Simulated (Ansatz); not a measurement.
## RbMnBr3 (P6_3/mmc)

All numbers are calculated (PBEsol+U, U_eff = 5.0 eV (Dudarev form) on Mn d, fully localised double counting, collinear spin, scalar-relativistic, 420 eV, PAW set soft_2 (made for PBE), 3×3×3 mesh, Gaussian smearing of 0.05 eV) with the plane-wave PAW code Ansatz.

```
CELL_PARAMETERS angstrom
7.56000 0.00000 0.00000
-3.78000 6.54715 0.00000
0.00000 0.00000 6.35000
ATOMIC_POSITIONS crystal
Rb 0.33333 0.66667 0.75000
Rb 0.66667 0.33333 0.25000
Mn 0.00000 0.00000 0.00000
Mn 0.00000 0.00000 0.50000
Br 0.16500 0.33000 0.25000
Br 0.83500 0.16500 0.75000
Br 0.67000 0.83500 0.25000
Br 0.83500 0.67000 0.75000
Br 0.16500 0.83500 0.25000
Br 0.33000 0.16500 0.75000
```

The structure is that of a cell as deposited in COD, unrelaxed.

Cell and atoms stay fixed. Atoms count from 1 in the text and from 0 in parts of the program's output.

Two runs on this cell converged from different starts. The ends of their outputs, energies left out (λ are the eigenvalues of a shell's occupation matrix):

Run A:

```
Magnetization: 0.0000 μB (45.0000 up, 45.0000 down)
Absolute magnetization: 9.7807 μB (∫|ρ↑−ρ↓|, with the PAW one-centre terms)
Per-site moments (μB) at R_I (Å): [(0.00000, 1.55928), (0.00000, 1.55928), (4.54278, 1.10594), (-4.54278, 1.10594), (0.00000, 1.10594), (0.00000, 1.10594), (0.00000, 1.10594), (0.00000, 1.10594), (0.00000, 1.10594), (0.00000, 1.10594)]
--- Magnetisation constraints (ε_frz = 1.0e-4 eV) ---
  site  kind      target   achieved (μB)  |Δ|max (μB)  g (eV/μB)  λ_eff  esc  ok  flags
  2     per_site  +4.5500  +4.5428        7.22e-3       0.00e0    0.000  0    —   released
  3     per_site  -1.8200  -4.5428        2.72e0        0.00e0    0.000  0    —   released
Fermi energy:    4.955161 eV
--- Forces (eV/Å), atoms counted from 1 ---
  atom   1  Rb     0.00000000     0.00000000    -0.00002607
  atom   2  Rb     0.00000000     0.00000000     0.00002607
  atom   3  Mn     0.00000000     0.00000000     0.00000000
  atom   4  Mn     0.00000000     0.00000000     0.00000000
  atom   5  Br     0.00000000     0.03989962    -0.00000204
  atom   6  Br    -0.03455408     0.01994981     0.00000204
  atom   7  Br    -0.03455408    -0.01994981    -0.00000204
  atom   8  Br     0.00000000    -0.03989962     0.00000204
  atom   9  Br     0.03455408    -0.01994981    -0.00000204
  atom  10  Br     0.03455408     0.01994981     0.00000204
--- Stress (GPa, compression-positive) ---
       -0.303781       0.000000       0.000000
        0.000000      -0.303781       0.000000
        0.000000       0.000000       0.684862
  P = ⅓ Tr σ = 0.0258 GPa (0.258 kbar)
--- Löwdin populations: 10 sites ---
  site symbol       q [e]    m [muB]
     0     Rb      8.2806     0.0000
     1     Rb      8.2806     0.0000
     2     Mn     13.8528     4.7651
     3     Mn     13.8528    -4.7650
     4     Br      7.5474     0.0000
     5     Br      7.5474     0.0000
     6     Br      7.5474     0.0000
     7     Br      7.5474     0.0000
     8     Br      7.5474     0.0000
     9     Br      7.5474     0.0000
--- Occupation matrices: 2 shells (run DFT+U table (all-electron-ortho-atomic); ε = 4.15e-4) ---
  Mn2 d_3D up     Tr n = 4.9872  λ = 0.996 0.997 0.997 0.999 0.999
  Mn2 d_3D dn     Tr n = 0.2577  λ = 0.022 0.022 0.027 0.094 0.094
  Mn3 d_3D up     Tr n = 0.2577  λ = 0.022 0.022 0.027 0.094 0.094
  Mn3 d_3D dn     Tr n = 4.9872  λ = 0.996 0.997 0.997 0.999 0.999
```

Run B:

```
Magnetization: 10.0000 μB (50.0000 up, 40.0000 down)
Absolute magnetization: 10.0158 μB (∫|ρ↑−ρ↓|, with the PAW one-centre terms)
Per-site moments (μB) at R_I (Å): [(0.00334, 1.55928), (0.00334, 1.55928), (4.54846, 1.10594), (4.54846, 1.10594), (0.03408, 1.10594), (0.03408, 1.10594), (0.03408, 1.10594), (0.03408, 1.10594), (0.03408, 1.10594), (0.03408, 1.10594)]
Fermi energy:    5.037618 eV
--- Forces (eV/Å), atoms counted from 1 ---
  atom   1  Rb     0.00000000     0.00000000     0.00000000
  atom   2  Rb     0.00000000     0.00000000     0.00000000
  atom   3  Mn     0.00000000     0.00000000     0.00000000
  atom   4  Mn     0.00000000     0.00000000     0.00000000
  atom   5  Br     0.00000000     0.04752855     0.00000000
  atom   6  Br    -0.04116093     0.02376427     0.00000000
  atom   7  Br    -0.04116093    -0.02376427     0.00000000
  atom   8  Br     0.00000000    -0.04752855     0.00000000
  atom   9  Br     0.04116093    -0.02376427     0.00000000
  atom  10  Br     0.04116093     0.02376427     0.00000000
--- Stress (GPa, compression-positive) ---
       -0.264071       0.000000       0.000000
        0.000000      -0.264071       0.000000
        0.000000       0.000000       0.940033
  P = ⅓ Tr σ = 0.1373 GPa (1.373 kbar)
--- Löwdin populations: 10 sites ---
  site symbol       q [e]    m [muB]
     0     Rb      8.2807     0.0052
     1     Rb      8.2807     0.0052
     2     Mn     13.8494     4.7724
     3     Mn     13.8494     4.7724
     4     Br      7.5486     0.0629
     5     Br      7.5486     0.0629
     6     Br      7.5486     0.0629
     7     Br      7.5486     0.0629
     8     Br      7.5486     0.0629
     9     Br      7.5486     0.0629
--- Occupation matrices: 2 shells (run DFT+U table (all-electron-ortho-atomic); ε = 7.58e-3) ---
  Mn2 d_3D up     Tr n = 4.9896  λ = 0.997 0.997 0.998 0.999 0.999
  Mn2 d_3D dn     Tr n = 0.2521  λ = 0.021 0.021 0.025 0.092 0.092
  Mn3 d_3D up     Tr n = 4.9896  λ = 0.997 0.997 0.998 0.999 0.999
  Mn3 d_3D dn     Tr n = 0.2521  λ = 0.021 0.021 0.025 0.092 0.092
```

Which run lies higher in energy, by how much, and why?

Run B, by 5.2 meV/atom. Run B has 5 d electrons in filled orbitals, 5 of them unpaired, the high-spin filling, a gap of 3.12 eV and a whole-number cell moment of 10 μB, as a collinear insulator must have; run A has 5 d electrons in filled orbitals, 5 of them unpaired, the high-spin filling, a gap of 3.53 eV. Run B kept 24 symmetry operations, run A 12. They differ in magnetic order (signs of the magnetic ions' moments, up to an overall flip, +− in run A, ++ in run B). With J = 0 the Hubbard energy is (U/2) Σ λ(1 − λ), a penalty on fractional natural occupations. The sums Σ λ(1 − λ) over the cell's shells are 0.50 for run A and 0.49 for run B, which at U/2 = 2.50 eV give 1.256 and 1.220 eV per cell. The two differ by 0.036 eV, within U times the program's tolerance on the occupations (0.008), so the energy difference isn't parted into terms.

Run B started from: ferromagnetic start, free, symmetry kept, no search, moments Mn3 5.00; Mn4 5.00 μB. Run A started from: ferrimagnetic site moments held at Mn3 4.55; Mn4 -1.82 μB at first, then free, moments Mn3 4.55; Mn4 -1.82 μB. At this level the cell was started in 17 ways, of which 1 didn't converge. Run A holds the lowest state found for this cell, which doesn't make it the ground state. U wasn't fitted or computed for this material, so the results show what this U gives and needn't match the real solid. A gap on the mesh alone may shrink between mesh points.
